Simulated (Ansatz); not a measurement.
In PBEsol in the plane-wave PAW code Ansatz, Ru in the body-centred tetragonal structure (I4/mmm) relaxes to a = 3.197 Å, c = 2.706 Å.

Electronic character: metallic (no gap). The magnetic state found is ferromagnetic. The net moment is 0.51 μB per atom.

The bulk modulus is 303 GPa.

The start of the workflow was typed in or built on a structure type; neither database checked (COD, Materials Project) lists it. It is not the phase usual at ambient conditions (space group No. 194). The cell was relaxed with PBEsol under the symmetry of its start; whether a distortion lowers the energy is not shown. Spin order of the final state: ferromagnetic, chosen from 4 collinear starts compared on coarse meshes (ties went to the first, and starts can fall back to one state), not a proven ground state. Axis ratios of metals converge slowly with the k-mesh, so a and c are less sure than the volume. Scalar-relativistic: spin–orbit coupling is off unless named, which matters more the heavier the elements.

Potentials: the later of the program's two PAW sets.
